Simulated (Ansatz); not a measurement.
input.yaml (Ansatz)

```yaml
crystal:
  lattice:
    - [0.0, 2.4050153868, 2.4050153868]
    - [2.4050153868, 0.0, 2.4050153868]
    - [2.4050153868, 2.4050153868, 0.0]
  atoms:
    - { symbol: Fe, position: [0.125, 0.125, 0.125], spin: 2.5 }
    - { symbol: Fe, position: [0.875, 0.875, 0.875], spin: 2.5 }
hamiltonian:
  xc: mr2scan
  pseudopotentials:
    kind: paw
    azcp:
      Fe: "pseudopotentials/Fe.paw.azcp"
basis:
  ecutwfc: 500
  fft_grid_basis: typed
kpoints:
  mp_grid: { grid: [19, 19, 19], shift: [0, 0, 0] }
magnetization:
  spin_polarized: true
scf:
  occupations: { method: fermi_dirac, width: 0.05 }
```

Terminal output

```
Engine: ansatz 0.2.0, aarch64-unknown-linux-gnu
Pseudopotentials: kind: paw
Pseudopotential: Fe, paw, valence charge 16, recommended cutoff 500 eV (meta_gga) 
Functional definition: m-r2SCAN
  exchange = m_r2scan_x
  correlation = m_r2scan_c
Crystal: 2 atoms, lattice volume = 27.822 Å³
Basis set: ecut = 500 eV, 725 PW (Γ), exchange–correlation on 100×100×100 points (64 copies of the dense FFT grid, shifted against one another)
Bands: 23, of which v1, the nominal top of the filled ones, is band 16 counted from 1 (15 counted from 0)
Symmetry: 48 space group operations
Space group: Fd-3m (ITA 227), of the structure as read, at distance tolerance 3.0e-5 Å
Magnetic group: BNS 227.128 (UNI 1630), of the structure as read, at distance tolerance 3.0e-5 Å
k-points: 220 of 6859
Non-local potential: Fe, projectors of the file, l = 0: 3, l = 1: 2, l = 2: 3, l = 3: 1
PAW form: soft (Blöchl's): semilocal exchange-correlation on the pseudo side does not see the compensation charge
PAW frozen core: Fe, regenerated for the run's functional (the file was generated under x = pbe(κ = 0.804, μ = 0.2195149727645171), c = pbe(β = 0.06672455060314922))
PAW one-centre angular grid: Fe, 590 points (default); XC on 160 Gauss nodes
Initial density: superposition of atomic densities (chi_scale 0.1, normalization cell)
Starting moments: Σ|m| = 5 μB on 2 of 2 sites
Initial wavefunctions: pseudopotential atomic-orbital guess
Functional: x = mr2scan, c = mr2scan; τ floored in thin density (d = 2e-4 eV/Å³)
iter 1 solved again at ethr=2.10e-3 eV; its pass at ethr=3.10e-3 eV (dr2=6.72e-1 eV) is discarded
SCF iter   1: F=—  HF=-8963.364129 eV  |F-HF|=—  |Δ(HF+E_count)|=         —  Δρ=1.05e-1 (↑1.05e-1 ↓5.73e-2)  dr2=7.51e-1  dr2_τ=4.82e-2  dr2_m=1.45e0  M=3.351 μB ∫|m|=3.383 μB  β_m=0.91  ethr=2.10e-3  ⟨swp⟩=2.6  Hψ=59196  notcnv=0
Mixer restart at iter 1: flushing history
spin=Collinear: Kerker preconditioning applied to the charge; magnetization (m = ρ↑ − ρ↓) channel mixes plain (no charge-response kernel on spin).
SCF iter   2: F=—  HF=-8963.656775 eV  |F-HF|=—  |Δ(HF+E_count)|=   2.93e-1  Δρ=2.86e-2 (↑2.55e-2 ↓2.86e-2)  dr2=2.40e-1  dr2_τ=8.96e-3  dr2_m=1.03e-1  M=2.908 μB ∫|m|=2.979 μB  β_m=1.00  ethr=2.10e-3  ⟨swp⟩=3.5  Hψ=21479  notcnv=0  defer=34  κ⁻¹=1.0e0(r=1)
SCF iter   3: F=—  HF=-8968.068017 eV  |F-HF|=—  |Δ(HF+E_count)|=         —  Δρ=2.02e-1 (↑2.02e-1 ↓1.47e-1)  dr2=6.55e-1  dr2_τ=1.03e-1  dr2_m=7.64e0  M=-0.193 μB ∫|m|=0.193 μB  β_m=1.00  ethr=7.51e-4  ⟨swp⟩=2.0  Hψ=15919  notcnv=0  defer=401
Mixer restart at iter 3: flushing history
SCF iter   4: F=—  HF=-8968.366971 eV  |F-HF|=—  |Δ(HF+E_count)|=   2.99e-1  Δρ=7.14e-2 (↑7.14e-2 ↓6.24e-2)  dr2=3.56e0  dr2_τ=5.28e-3  dr2_m=8.32e-3  M=-0.016 μB ∫|m|=0.027 μB  β_m=0.33  ethr=1.56e-4  ⟨swp⟩=3.6  Hψ=26232  notcnv=0  defer=343
...
SCF iter  19: F=—  HF=-8968.035589 eV  |F-HF|=—  |Δ(HF+E_count)|=   3.58e-8  Δρ=1.10e-6 (↑7.54e-7 ↓1.10e-6)  dr2=1.52e-10  dr2_τ=1.06e-11  dr2_m=1.34e-10  M=0.000 μB ∫|m|=0.000 μB  β_m=1.00  ethr=1.79e-11  ⟨swp⟩=1.1  Hψ=28603  notcnv=0  κ⁻¹=2.3e-7(r=8)
SCF iter  20: F=—  HF=-8968.035589 eV  |F-HF|=—  |Δ(HF+E_count)|=   1.65e-9  Δρ=1.57e-6 (↑1.57e-6 ↓5.68e-7)  dr2=4.64e-10  dr2_τ=1.38e-11  dr2_m=9.60e-11  M=0.000 μB ∫|m|=0.000 μB  β_m=1.00  ethr=1.00e-12  ⟨swp⟩=3.0  Hψ=22498  notcnv=0  κ⁻¹=3.5e-7(r=8)
SCF iter  21: F=—  HF=-8968.035589 eV  |F-HF|=—  |Δ(HF+E_count)|=  2.53e-10  Δρ=7.45e-7 (↑2.72e-7 ↓7.45e-7)  dr2=1.33e-10  dr2_τ=2.53e-12  dr2_m=4.87e-11  M=0.000 μB ∫|m|=0.000 μB  β_m=1.00  ethr=1.00e-12  ⟨swp⟩=2.4  Hψ=19113  notcnv=0  κ⁻¹=2.2e-8(r=8)
SCF iter  22: F=-8968.035589 eV  HF=-8968.035589 eV  |F-HF|=1.07e-10  |Δ(HF+E_count)|=  5.64e-11  Δρ=3.74e-7 (↑1.90e-7 ↓3.74e-7)  dr2=7.35e-11  dr2_τ=5.15e-13  dr2_m=3.06e-12  M=-0.000 μB ∫|m|=0.000 μB  ethr=1.00e-12  ⟨swp⟩=2.5  Hψ=19601  notcnv=0
SCF 1 converged in 22 iterations: F = -8968.035589 eV  dr2 = 7.35e-11
WARN: the starting moments were not kept: the SCF closed with an absolute magnetisation of 3.6e-7 μB, where they sum to 5 μB in size (2 sites). That is at most 0.1 of that sum. Measured as dr2_m measures the in/out step, that magnetisation stands 5.7e-14 eV from none, at or under the dr2_threshold of 1.0e-7 eV: it is no larger than a step whose dr2_m would equal this threshold. The system may hold no moment; this SCF shows only that its start led to no more than that. To try another start: raise the starting moments (crystal.atoms[].spin, magnetization.per_species, magnetization.initial_magnetization, or on a non-collinear deck that types none of these the spinor_matrix: blocks that start its atoms; where the total moment is fixed, keep their sum and leave initial_magnetization as it is; typed ones take the place of any that the run laid by itself, positive ones on a crystal's lanthanoids without a Hubbard term where scf.initial_density.shell_occupations: [] is typed) or, if the notice of its spin-set hold's release reads "site moments contracting" or "site moments show no strong build", lengthen the hold (scf.mixing.spin_hold: { on: { confirm: 4 } }; for m-r²SCAN on two components see the key's manual first). Each may lead to a state that holds a moment. A second SCF, from the converged charge density, with the starting moments and any scf.initial_density.shell_occupations laid on it anew, would have followed, and was not run: the deck does not ask for one (magnetization.retry_lost_moments is false, the default). To let it run, set magnetization.retry_lost_moments: true and run the deck again, where that key's refused combinations let it; where memory then withholds it, that run's warning says so.
this state was not tested for a lower state beside it, because the mixer in use, unlike msr1, does not test its closes by its own steps (another_mixer; see scf.mixing.algorithm and scf.lower_state_search)
SCF converged after 22 iterations
Magnetization: -0.0000 μB (16.0000 up, 16.0000 down)
Absolute magnetization: 0.0000 μB (∫|ρ↑−ρ↓|, with the PAW one-centre terms)
Spin contamination: 0.0000 ħ² per cell (⟨S²⟩ above its minimum at these occupations)
Per-site moments (μB) at R_I (Å): [(-1.1218672197233934e-7, 0.8591568238527686), (-1.1218672189388338e-7, 0.8591568238527686)]
Free energy (F): -8968.035589 eV
Harris-Foulkes:  -8968.035589 eV  (|F-HF|=1.07e-10)
Internal energy: -8968.016764 eV  (E = F + TS)
E sigma→0 (E₀):  -8968.026176 eV
Entropy (-TS):   -0.018825 eV (-9.413 meV/atom)
Fermi energy:    14.187367 eV
--- Per-component energies (eV) ---
  E_band       = -604.597800
  E_kinetic    = 715.716247
  E_local      = -5217.136664  (includes V_loc(G=0)·N_el)
  E_nonlocal   = 438.165626
  E_hartree    = 2208.422871
  E_xc         = -226.938587
  E_vxc        = -337.568675  (∫ρ·V_xc dr)
  E_paw        = -2757.335980  (= ΣΔE_a)
  E_vpaw       = -645.368489  (= ΣTr[D̂ρ^β])
  E_aug_tail   = 0.000559  (compensation charges beyond the density's cutoff)
  E_vtau       = 24.747025  (kinetic-family band-sum trace: ∫τ·v_τ [+ j·A + Jᵃ·Aᵃ] dr)
  E_ewald      = -4128.331886
  E_core_change = -0.578950  (= ΣΔE_core)
  E_smearing   = -0.018825  (= −TS)
  E_closure    = -0.000000  (closes the sum)
  Σ components = -8968.035589   (vs F -8968.035589, Δ=0.00e0)
```
